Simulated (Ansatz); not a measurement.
**Hf (P63/mmc): total moment held at 0.4 μB**

These are results of Ansatz 0.2.0, DFT, LDA, all-electron LAPW, scalar-relativistic, not measurements.

Command: `ansatz run input.yaml --threads 1 --pin off --max-ram 3072MiB --backend cpu --events-out ev --progress --plain --runs-dir out`

```yaml
crystal:
  lattice:
    - [3.1967, 0.0, 0.0]
    - [-1.59835, 2.7684234083, 0.0]
    - [0.0, 0.0, 5.0578]
  atoms:
    - { symbol: Hf, position: [0.3333333333, 0.6666666667, 0.25], spin: 0.2 }
    - { symbol: Hf, position: [0.6666666667, 0.3333333333, 0.75], spin: 0.2 }
magnetization:
  spin_polarized: true
  initial_magnetization: 0.4
  spin_locking: { lock_magnetization: hard }
kpoints:
  mp_grid: { grid: [12, 12, 7] }
scf:
  occupations: { method: fermi_dirac, width: 0.05 }
  lower_state_search: "off"
hamiltonian:
  xc: lda
  pseudopotentials: { kind: all_electron, lapw: { basis_error: 0.001 } }
output:
  forces: true
  stress: true
  eigenvalues: false
```

Output:

```
settings of this run that can trade accuracy for cost: output.eigenvalues: false. Do not mix this run's numbers with those of runs without the same settings; the input reference describes each key
LAPW: plane waves up to 7.475 Å⁻¹, error target 1.0e-3 eV per atom; small_component_spin mean_spin; Hf in spheres of 1.565 Å, 36 of its electrons in bands, Dirac shells [] (how accurate: hamiltonian.pseudopotentials.lapw.basis_error, Limitations)
Engine: ansatz 0.2.0
Pseudopotentials: kind: all_electron
Pseudopotential: Hf, LAPW, valence charge 36, lapw/all_electron/scalar/gaussian/Hf, Koelling and Harmon's equation, gaussian nucleus
Functional definition: SPW92
  exchange = slater_x
  correlation = pw_c
Crystal: 2 atoms, lattice volume = 44.761 Å³
Basis set: ecut = 212.88267833412993 eV, 313 PW (Γ), exchange–correlation at level 2
Bands: 44, of which v1, the nominal top of the filled ones, is band 36 counted from 1 (35 counted from 0)
Symmetry: 24 space group operations
Space group: P63/mmc (ITA 194), of the structure as read, at distance tolerance 3.6e-5 Å
Magnetic group: BNS 194.263 (UNI 1493), of the structure as read, at distance tolerance 3.6e-5 Å
k-points: 76 of 1008
Non-local potential: Hf, projectors of the file, none
Initial density: superposition of atomic densities (chi_scale 0.1, normalization cell)
Starting moments: Σ|m| = 0.4 μB on 2 of 2 sites
Initial wavefunctions: plane waves of lowest kinetic energy (no species holds an atomic orbital)
Functional: x = slater, c = lda
iter 1 solved again at ethr=2.67e-4 eV; its pass at ethr=1.00e-1 eV (dr2=1.92e-1 eV) is discarded
SCF iter   1: F=—  HF=-820011.978833 eV  |F-HF|=—  |Δ(HF+E_count)|=         —  Δρ=1.17e-2 (↑1.17e-2 ↓1.03e-2)  dr2=1.93e-1  dr2_m=2.64e-4  M=0.400 μB ∫|m|=0.401 μB  β_m=0.30  ethr=2.67e-4  ⟨swp⟩=2.6  Hψ=41530  notcnv=0
preconditioner: auto → Kerker (q_TF=auto, 2.953 Å⁻¹)  [metal: Δε(μ)=0.013 eV  Ē_g=17.844 eV  σ=0.050 eV  W_gap=0.07  n_scr=22 (ndim 8)  ℏωp=38.5 eV  f_vac=0.000  D(μ)=1.98/eV (n_scr^D=22)]
spin=Collinear: Kerker preconditioning applied to the charge; magnetization (m = ρ↑ − ρ↓) channel mixes plain (no charge-response kernel on spin).
SCF iter   2: F=—  HF=-820011.801348 eV  |F-HF|=—  |Δ(HF+E_count)|=   1.77e-1  Δρ=8.83e-3 (↑8.83e-3 ↓7.90e-3)  dr2=1.20e-1  dr2_m=1.29e-4  M=0.400 μB ∫|m|=0.401 μB  β_m=0.41  ethr=2.67e-4  ⟨swp⟩=2.0  Hψ=20488  notcnv=0
SCF iter   3: F=—  HF=-820011.743379 eV  |F-HF|=—  |Δ(HF+E_count)|=   5.80e-2  Δρ=5.43e-3 (↑5.43e-3 ↓4.99e-3)  dr2=5.19e-2  dr2_m=2.95e-5  M=0.400 μB ∫|m|=0.401 μB  β_m=0.46  ethr=1.67e-4  ⟨swp⟩=2.0  Hψ=19892  notcnv=0
SCF iter   4: F=—  HF=-820011.728802 eV  |F-HF|=—  |Δ(HF+E_count)|=   1.46e-2  Δρ=2.74e-3 (↑2.74e-3 ↓2.63e-3)  dr2=1.56e-2  dr2_m=1.96e-6  M=0.400 μB ∫|m|=0.401 μB  β_m=0.73  ethr=7.20e-5  ⟨swp⟩=2.0  Hψ=18906  notcnv=0
iter 5 solved again at ethr=9.93e-7 eV; its pass at ethr=2.17e-5 eV (dr2=7.15e-4 eV) is discarded
SCF iter   5: F=—  HF=-820011.727466 eV  |F-HF|=—  |Δ(HF+E_count)|=   1.34e-3  Δρ=5.66e-4 (↑5.47e-4 ↓5.66e-4)  dr2=7.14e-4  dr2_m=3.27e-7  M=0.400 μB ∫|m|=0.401 μB  β_m=0.85  ethr=9.93e-7  ⟨swp⟩=2.0  Hψ=33578  notcnv=0
SCF iter   6: F=—  HF=-820011.727496 eV  |F-HF|=—  |Δ(HF+E_count)|=   2.99e-5  Δρ=1.85e-4 (↑1.85e-4 ↓1.82e-4)  dr2=6.84e-5  dr2_m=3.05e-8  M=0.400 μB ∫|m|=0.401 μB  β_m=0.93  ethr=9.92e-7  ⟨swp⟩=2.0  Hψ=19973  notcnv=0
SCF iter   7: F=—  HF=-820011.727494 eV  |F-HF|=—  |Δ(HF+E_count)|=   1.94e-6  Δρ=5.19e-5 (↑5.19e-5 ↓5.10e-5)  dr2=6.80e-6  dr2_m=9.48e-10  M=0.400 μB ∫|m|=0.401 μB  β_m=0.96  ethr=9.49e-8  ⟨swp⟩=2.0  Hψ=19973  notcnv=0
SCF iter   8: F=—  HF=-820011.727493 eV  |F-HF|=—  |Δ(HF+E_count)|=   7.97e-7  Δρ=1.17e-5 (↑1.17e-5 ↓1.17e-5)  dr2=2.86e-7  dr2_m=4.46e-10  M=0.400 μB ∫|m|=0.401 μB  β_m=0.98  ethr=9.44e-9  ⟨swp⟩=2.0  Hψ=19975  notcnv=0
SCF iter   9: F=-820011.727493 eV  HF=-820011.727493 eV  |F-HF|=5.70e-9  |Δ(HF+E_count)|=   5.23e-8  Δρ=3.42e-6 (↑3.33e-6 ↓3.42e-6)  dr2=2.24e-8  dr2_m=5.92e-12  M=0.400 μB ∫|m|=0.401 μB  ethr=3.97e-10  ⟨swp⟩=2.0  Hψ=19974  notcnv=0
SCF 1 converged in 9 iterations: F = -820011.727493 eV  dr2 = 2.24e-8
SCF converged after 9 iterations
Stability checked in part: among states of this total moment the steps that led to this state did not find it unstable. No probe was made; neither looks for a lower state of another moment (fixed_total_moment; see scf.lower_state_search)
Magnetization: 0.4000 μB (36.2000 up, 35.8000 down)
Absolute magnetization: 0.4009 μB (∫|ρ↑−ρ↓|)
Spin contamination: 0.0000 ħ² per cell (⟨S²⟩ above its minimum at these occupations)
Per-site moments (μB) at R_I (Å): [(0.15735110332813917, 1.5653779001609596), (0.15735110332813917, 1.5653779001609596)]
Free energy (F): -820011.727493 eV
Harris-Foulkes:  -820011.727493 eV  (|F-HF|=5.70e-9)
Internal energy: -820011.710679 eV  (E = F + TS)
E sigma→0 (E₀):  -820011.719086 eV
Entropy (-TS):   -0.016814 eV (-8.407 meV/atom)
Fermi energy:    19.825071 (↑ 20.010612, ↓ 19.639530) eV
--- Per-component energies (eV) ---
  E_band       = -3551.172656
  E_kinetic    = 912168.730015
  E_xc         = -16336.936680
  E_electrostatic = -1715843.504014  (all electrons and nuclei)
  E_smearing   = -0.016814  (= −TS)
  E_closure    = 0.000000  (closes the sum)
  E_atoms      = -819995.551915  (free atoms, spherical and without spin; not in F)
  Σ components = -820011.727493   (vs F -820011.727493, Δ=0.00e0)
  Basis errors (estimates in eV, not in F): energy 2.4e-4 per atom: plane waves 1.9e-4 (1.0e-4 summed), levels above the bands 2.4e-44, relativity 7.1e-9, radial functions 4.8e-5, core shells 1.8e-7; eigenvalues (radial functions only) 8.4e-7; not estimated: angular momenta, meshes, grids; target (lapw.basis_error) 1.0e-3; muffin-tin radii Hf 1.565 Å
--- Forces (eV/Å), atoms counted from 1 ---
  atom   1  Hf     0.00000000    -0.00000000    -0.00000000
  atom   2  Hf     0.00000000     0.00000000     0.00000000
  max |Σ_I F_I| component: 0.00e0 eV/Å
--- Stress (GPa, compression-positive) ---
       -7.601945       0.000000      -0.000000
        0.000000      -7.601945      -0.000000
       -0.000000      -0.000000      -7.492843
  P = ⅓ Tr σ = -7.5656 GPa (-75.656 kbar)
settings of this run that can trade accuracy for cost: output.eigenvalues: false. Do not mix this run's numbers with those of runs without the same settings; the input reference describes each key
```

Site moments (μB): Hf1 0.16, Hf2 0.16. Cell moment 0.40 μB.

The magnetic group in the log treats spin as a scalar label, without spin–orbit coupling.

The Ansatz runs typed with the search for lower states off end where their start leads. Spin–orbit coupling is left out although heavy atoms are present. The magnetic state is the one that this cell and start allow. It needn't be the compound's measured order, which may need a larger cell or be absent.

It took 52 s on 1 thread of Arm Neoverse V1, on a shared host, peak memory 0.6 GiB.
